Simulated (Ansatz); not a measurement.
Screening note. For a tunnel junction or a leaky gate film, the slowest evanescent state at the electrodes' Fermi level sets the resistance.

sapphire serves as the reference. The Fermi level is put at mid-gap. Of the planes computed for each crystal, the one with the slowest decay is listed. Wanted: the thickness for 8 decades of attenuation, and how many decades a 1.0 nm film gains over the reference.

Methods, by column (Ansatz, a plane-wave PAW program, with an older set of its potentials): plane, in the cell as filed, gap, decay constant k, slowest state: r²SCAN, complex band structure, on cells taken as filed or relaxed beforehand.

Not checked to be the ambient phase: NaCaVO4 (Cmcm, oS28); Li3VO4 (Pmn2₁, oP16); Sr3V2O8 (R-3m, hR13); NaCdVO4 (Cmcm, oS28); MgV2O6 (C2/m, mS18); NaVO2F2 (P2₁, mP12). Run without spin polarisation: NaCaVO4 (Cmcm, oS28), Li3VO4 (Pmn2₁, oP16), Sr3V2O8 (R-3m, hR13), NaCdVO4 (Cmcm, oS28), MgV2O6 (C2/m, mS18), NaVO2F2 (P2₁, mP12). Cells under pressure at the level used (negative: too large): NaCaVO4 (Cmcm, oS28) −6 GPa, sapphire −7 GPa, MgV2O6 (C2/m, mS18) −3 GPa, NaVO2F2 (P2₁, mP12) −7 GPa. Spin–orbit coupling is left out unless named; no shift is given for Sr3V2O8 (R-3m, hR13), NaCdVO4 (Cmcm, oS28).

| crystal | plane, in the cell as filed | gap on the mesh (eV) | k at mid-gap (1/Å) | planes computed | slowest state |
|---|---|---|---|---|---|
| NaCaVO4 (Cmcm, oS28) | (110) | 3.83 | 0.489 | 3 | at Γ |
| Li3VO4 (Pmn2₁, oP16) | (001) | 4.38 | 0.524 | 4 | at Γ |
| sapphire (α-Al2O3), reference | (100) | 6.76 | 0.394 | 1 | at Γ |
| Sr3V2O8 (R-3m, hR13) | (001) | 4.03 | 0.524 | 1 | at Γ |
| NaCdVO4 (Cmcm, oS28) | (001) | 3.50 | 0.466 | 2 | off Γ |
| MgV2O6 (C2/m, mS18) | (110) | 2.87 | 0.341 | 3 | off Γ |
| NaVO2F2 (P2₁, mP12) | (100) | 2.31 | 0.532 | 2 | off Γ |

Working rules: decades per nm = 2k × 10 Å/ln 10 = 8.686 k; thickness = 8/(decades per nm); extra decades of a 1.0 nm film = 1.0 × (row − reference).

Task: Compute decades per nm, thickness and decades beyond the reference for MgV2O6 (C2/m, mS18), showing the steps.

Result: 
1. decades per nm: 8.686 × 0.341 = 2.962
2. thickness: 8/2.962 = 2.70 nm
3. decades beyond the reference: 1.0 × (2.962 − 3.422) = −0.5

Task: Rank all rows by decades per nm, highest first.

Result: The same steps for every row:

| crystal | decades per nm | thickness (nm) | decades beyond the reference |
|---|---|---|---|
| NaCaVO4 (Cmcm, oS28) | 4.247 | 1.88 | 0.8 |
| Li3VO4 (Pmn2₁, oP16) | 4.551 | 1.76 | 1.1 |
| sapphire (α-Al2O3), reference | 3.422 | 2.34 | 0.0 |
| Sr3V2O8 (R-3m, hR13) | 4.551 | 1.76 | 1.1 |
| NaCdVO4 (Cmcm, oS28) | 4.048 | 1.98 | 0.6 |
| MgV2O6 (C2/m, mS18) | 2.962 | 2.70 | −0.5 |
| NaVO2F2 (P2₁, mP12) | 4.621 | 1.73 | 1.2 |

Ranking by decades per nm, highest first: NaVO2F2 (P2₁, mP12) (4.621 ± 0.28) ≈ Li3VO4 (Pmn2₁, oP16) (4.551 ± 0.27) ≈ Sr3V2O8 (R-3m, hR13) (4.551 ± 0.27) ≈ NaCaVO4 (Cmcm, oS28) (4.247 ± 0.25) ≈ NaCdVO4 (Cmcm, oS28) (4.048 ± 0.24), sapphire (3.422 ± 0.21), MgV2O6 (C2/m, mS18) (2.962 ± 0.18). The ± follows from allowances picked for this note (decay constant k 6 %), carried to first order and added in quadrature; ≈ joins neighbours closer than their two ± added in quadrature. On this figure 5 of 6 candidates do clearly better than the reference.

Task: How does decay constant k go with gap in this set, and what is the usual reason?

Result: The usual expectation is that decay constant k rises with gap (in a two-band picture k at mid-gap grows as the square root of gap times mass). These rows show no such trend (rank correlation −0.13 over 7 rows); without NaVO2F2 (P2₁, mP12) it is 0.41.

The gaps are the functional's own, as a rule smaller than measured ones, and k shrinks with them; planes not computed could decay more slowly; interface matching and symmetry filtering by the electrodes are not included. Where several phases of a formula are at hand, those over 0.1 eV/atom above the lowest were not drawn (by r²SCAN where it compared them, else by the largest value; a layered or molecular lowest phase counts only with a dispersion term); other phases could lie lower still. Crystals of Pb, Bi, Tl or Hg, those whose gap spin–orbit coupling moves by over 0.3 eV, and those of Te, I or Sb with no such test at hand were not drawn. Values belong to the structures named, which need not be the stable ones; other polymorphs differ. The rows are a sample and no shortlist: familiar crystals first, some related and some not, whatever their agreement with measurement; tables with many equal figures were not kept. Limits of the draw: gap over 1 eV, no layered crystals, primitive or conventional cells alone; no unfamiliar magnets, and cubic perovskites only if shown or known to be stable. As a rule kept out of such tables: 4f compounds, open-shell compounds run without a Hubbard term, cells found unstable in the tests at hand, cells close to a higher symmetry, and runs set to a pressure or over 12 % in volume from the crystal's fullest run.
